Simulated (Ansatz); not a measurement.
K2LiRhF6:
```xyz
10
Lattice="0.0000 4.0443 4.0443 4.0443 0.0000 4.0443 4.0443 4.0443 0.0000" Properties=species:S:1:pos:R:3 pbc="T T T"
K      6.0665     6.0665     6.0665
K      2.0222     2.0222     2.0222
Li     4.0443     4.0443     4.0443
Rh     0.0000     0.0000     0.0000
F      1.9759     4.0443     4.0443
F      6.1127     4.0443     4.0443
F      4.0443     1.9759     4.0443
F      4.0443     6.1127     4.0443
F      4.0443     4.0443     1.9759
F      4.0443     4.0443     6.1127
```

Relaxed with HSE06.

**Question.** Give the Bader charges and basin volumes of the independent atoms, HSE06 in the plane-wave PAW code Ansatz.

**Answer.** 

| atom | Bader charge (e) | Bader volume (Å³) |
|---|---|---|
| K1 | +0.91 | 17.7 |
| Li3 | +0.93 | 3.1 |
| Rh4 | +1.70 | 11.3 |
| F5 | -0.74 | 13.7 |

Space group Fm-3m. The workflow started from a Materials Project entry (that database holds measured and hypothetical structures alike); the Crystallography Open Database copy checked does not list it. Its standing as an ambient phase is unchecked. The HSE06 relaxation kept the symmetry of its start; its stability against distortions is not shown here. No spin polarisation was allowed.

Potentials: the later of the program's two PAW sets.
